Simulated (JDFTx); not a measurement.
Reference run:

System: V(100) (Im-3m bulk; lattice of mp-146, not re-optimised at this level), 1x1 cell of 5 atoms in 5 planes, area 8.89 Å² a face, 6.0 Å between the outermost planes in a cell 22.0 Å high; k mesh 8×8×1, Fermi width 0.01 Ha, no spin polarisation. Neither spin polarisation nor a larger cell was tried.

The reference is PBE, GBRV ultrasoft potentials, plane waves to 20/100 Ha; code: a modified build of JDFTx. Unrelaxed; liquid: CANDLE, water, 1 M KCl. U vs SHE = −μ/e − 4.44 V throughout (conventional absolute potential of the hydrogen electrode).

```tsv
k mesh	work function (eV)	U_pzc (V)	k states × plane waves	cycles, vacuum run	rough core time, vacuum run
3×3×1	___	___	3 × 5631	31	80 s
4×4×1	3.90	-1.05	6 × 5639	26	2 min
6×6×1	3.89	-1.06	10 × 5639	25	2 min
8×8×1	3.88	-1.06	15 × 5642	25	3 min
12×12×1	3.88	-1.06	28 × 5640	26	6 min
18×18×1	3.88	-1.06	55 × 5641	26	20 min
```

Problem. Fill in the missing entries.

Solution. 
- 3×3×1, work function (eV): 4.03
- 3×3×1, U_pzc (V): -0.93

The times are rough (shared hosts); only ratios past two mean anything.
